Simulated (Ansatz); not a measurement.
BaO₂ (MoSi2 or CaC2 type, space group No. 139), LDA (plane waves, PAW; program Ansatz), all energies at zero smearing, with the estimated change up to a 700 eV cutoff added, with one set of potentials and settings (totals compare only within such a set). Cell of 3 atoms (1 Ba, 2 O): -6891.071 eV.

| element | reference phase | E (eV/atom) |
|---|---|---|
| Ba | Im-3m, 1 atoms in the cell | -5779.5825 |
| O | C2/m, 4 atoms in the cell, spin-polarised | -552.6518 |

Formation energy per atom, worked out: (-6891.071 − 1×(-5779.5825) − 2×(-552.6518))/3 = -2.062 eV/atom (-199 kJ per mol of atoms), at 0 K, without zero-point energy or fitted corrections.

Space group I4/mmm (MoSi2 or CaC2 type). The workflow started from a Materials Project entry (that database holds measured and hypothetical structures alike); the Crystallography Open Database files this formula in space group No. 139, but the cells were not matched. Its standing as an ambient phase is unchecked. The cell was relaxed with LDA under the symmetry of its start; whether a distortion lowers the energy is not shown. The references are the lowest solids computed at this level, not always the standard phases (solids in place of the gases). Spin–orbit coupling is left out wherever it is not named.

Potentials: the later of the program's two PAW sets.
